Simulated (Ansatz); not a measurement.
A: PbSe (rock salt), a = b = c = 6.2178 Å, α = β = γ = 90.00°
B: NbN (rock salt), a = 4.4213 Å, b = 4.4213 Å, c = 4.4213 Å, α = 90.00°, β = 90.00°, γ = 90.00°
C: Sr (fcc, Cu type), a = b = c = 6.029 Å, α = β = γ = 90.00°
D: Ni (fcc, Cu type), a = b = c = 3.518 Å, α = β = γ = 90.00°

Scan: energy against volume (even scaling of the relaxed cell, symmetry kept). All come from one method, each on a k mesh of its own. All were relaxed with their symmetry unable to fall. NbN is run without spin polarisation. Relaxed Ni ends ferromagnetic. Spin-orbit coupling is left out. This is a high-temperature form of NbN. The magnetic order is the one the run started from; other orders were not tried. (This holds for the magnetic or f-shell members.)

Q: Put the candidates in order of bulk modulus (fitted), lowest first, for PBE (plane waves to 420 eV, PAW, scalar-relativistic; Ansatz, a quantum-chemistry and plane-wave program).

A: C (11.6 GPa), A (46.5 GPa), D (198 GPa), B (307 GPa)

(A scan under strain: stresses follow from slopes of the energy per volume, elastic moduli from its curvatures.)
